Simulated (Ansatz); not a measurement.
Total density of states per atom from LDA (plane waves, PAW; program Ansatz), in 0.25 eV bins, energy from the Fermi level:

(E (eV), states/eV/atom): (-7.85, 0.66); (-7.60, 0.98); (-7.35, 1.04); (-7.10, 1.18); (-6.85, 1.39); (-6.60, 1.50); (-6.35, 1.13); (-6.10, 0.93); (-5.85, 0.77); (-5.60, 0.62); (-5.35, 0.55); (-5.10, 0.72); (-4.85, 0.07); (-4.60, 0.00); (-4.35, 0.00); (-4.10, 0.00); (-3.85, 0.00); (-3.60, 0.00); (-3.35, 0.11); (-3.10, 0.68); (-2.85, 0.62); (-2.60, 0.57); (-2.35, 0.73); (-2.10, 0.69); (-1.85, 0.54); (-1.60, 1.16); (-1.35, 1.33); (-1.10, 1.23); (-0.85, 0.33); (-0.60, 0.35); (-0.35, 0.99); (-0.10, 0.73); (0.15, 0.50); (0.40, 0.23); (0.65, 0.17); (0.90, 0.25); (1.15, 0.46); (1.40, 0.57); (1.65, 0.65); (1.90, 0.65); (2.15, 0.73); (2.40, 0.89); (2.65, 1.14); (2.90, 0.89); (3.15, 0.64); (3.40, 0.53); (3.65, 0.46); (3.90, 0.45); (4.15, 0.40); (4.40, 0.39); (4.65, 0.34)

Question: Which compound is it?
(A) AlN, P6_3/mmc (Al on 2d, N on 2c)
(B) AlGa3N4, Pm (Pearson symbol mP8)
(C) Ge3N4, P6_3/m (Ge on 6h, N on 2c, N on 6h)
(D) RuN, zinc blende

Answer: D, RuN, zinc blende. Within 0.5 eV of the Fermi level: Ru 4d 67 %, N 2p 23 %. Projections are on Löwdin-orthogonalised atomic valence shells; empty p or d shells of many metals are not among them.

Space group F-43m (zinc blende). The workflow started from a Materials Project entry (that database holds measured and hypothetical structures alike); the Crystallography Open Database copy checked does not list it. Whether it is the stable phase at ambient conditions was not checked. The LDA relaxation kept the symmetry of its start; its stability against distortions is not shown here. The run is not spin-polarised. With an odd number of electrons in the cell and no spin polarisation, the count alone makes it a metal. Spin–orbit coupling is left out wherever it is not named.

Potentials: the later of the program's two PAW sets.
